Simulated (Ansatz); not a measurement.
SiC:
```cif
data_CSi
_chemical_formula_sum 'Si1 C1'
_space_group_name_H-M_alt 'P 1'
_space_group_IT_number 1
_cell_length_a 3.08080
_cell_length_b 3.08080
_cell_length_c 3.08080
_cell_angle_alpha 60.000
_cell_angle_beta 60.000
_cell_angle_gamma 60.000
loop_
_space_group_symop_operation_xyz
  'x, y, z'
loop_
_atom_site_label
_atom_site_type_symbol
_atom_site_fract_x
_atom_site_fract_y
_atom_site_fract_z
_atom_site_occupancy
Si1 Si 0.75000 0.75000 0.75000 1
C1 C 0.00000 0.00000 0.00000 1
```

Relaxed with PBEsol.

**Question.** Decompose the optical modes at the zone centre into irreducible representations, and say which are infrared and Raman allowed.

**Answer.** Point group -43m: Γ_opt = T2. Infrared: T2. Raman: T2.

**Question.** Assign frequencies (DFPT, the program Ansatz at the PBEsol level (PAW); without the LO–TO term).

**Answer.** T2 787 cm⁻¹.

Space group F-43m (zinc blende). Symmetry was held in the PBEsol relaxation.

Potentials: the earlier of the program's two PAW sets. The files were generated under PBE; for other functionals the program regenerates the frozen cores, and for LDA and PBEsol the local potential too.
